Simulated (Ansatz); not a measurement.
A geometry of TiC away from equilibrium: step 3 of the relaxation of a generated cell, TiC placed in the AFLOW prototype AB_cI16_199_a_a (B_a). Computed with r2SCAN (plane waves to 500 eV, PAW, scalar-relativistic; Ansatz, a program for electronic structure). Γ-centred k-mesh 9×9×9 on the run's cell, Fermi–Dirac smearing 0.05 eV. The plane waves were selected for a different cell earlier on the path.

```
CELL_PARAMETERS angstrom
     -2.69542     2.69542     2.69542
      2.69542    -2.69542     2.69542
      2.69542     2.69542    -2.69542
ATOMIC_POSITIONS crystal
  C  0.99122 0.99122 0.99122
  C  0.50000 0.00000 0.50878
  C  0.00000 0.50878 0.50000
  C  0.50878 0.50000 0.00000
  Ti 0.50548 0.50548 0.50548
  Ti 0.50000 0.00000 0.99452
  Ti 0.00000 0.99452 0.50000
  Ti 0.99452 0.50000 0.00000
```

Give the Cartesian forces on all atoms (eV/Å).


```tsv
atom	Fx	Fy	Fz
C1	0.19	0.19	0.19
C2	-0.19	-0.19	0.19
C3	-0.19	0.19	-0.19
C4	0.19	-0.19	-0.19
Ti5	-0.30	-0.30	-0.30
Ti6	0.30	0.30	-0.30
Ti7	0.30	-0.30	0.30
Ti8	-0.30	0.30	0.30
```

The path ends in Pm-3m (No. 221) (CsCl type). No spin polarisation in the result. A magnetic state may lie lower.

The run could not lose the symmetry of its start: the end is stationary, and may be a saddle point rather than a minimum.

The end of the path is a generated cell of TiC: the first start was made by placing the elements on the sites of a structure type, and the end was not matched to a known phase here, so it may be hypothetical. Known forms of TiC include space group No. 225.
